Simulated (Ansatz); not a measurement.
# Two states of Cs$_{2}$KMnF$_{6}$

```
CELL_PARAMETERS angstrom
0.00000 4.57692 4.57692
4.57692 0.00000 4.57692
4.57692 4.57692 0.00000
ATOMIC_POSITIONS crystal
Mn 0.00000 0.00000 0.00000
K 0.50000 0.50000 0.50000
Cs 0.25000 0.25000 0.25000
Cs 0.75000 0.75000 0.75000
F 0.21300 0.21300 0.78700
F 0.78700 0.78700 0.21300
F 0.78700 0.21300 0.21300
F 0.21300 0.78700 0.78700
F 0.21300 0.78700 0.21300
F 0.78700 0.21300 0.78700
```

Level: r2SCAN; 500 eV; 5×5×5 Γ-centred mesh; methfessel-paxton occupations (width 0.1151 eV); Ansatz 0.2.0, fixed geometry. The cell carries a charge of -2 e on a uniform background.

State A: no moments (no spin polarisation). State B: Mn1 up (collinear spin).

Task: Which state is lower, and how do they differ?

Result: State B is lower by 186.9 meV an atom at zero smearing.

```csv
state,free energy (meV/atom),largest moment in a small sphere (μB),net moment (μB/cell),gap on mesh (eV),pressure (GPa),largest force (eV/Å)
A,187.0,0.00,0.00,metal,n/a,1.68
B,0.0,4.00,4.87,metal,n/a,2.25
```

Origin: a database entry at a rescaled volume. Caveats: semilocal functionals often miss the gap of such magnets; atoms or cell far from equilibrium; charged cell with a uniform background.
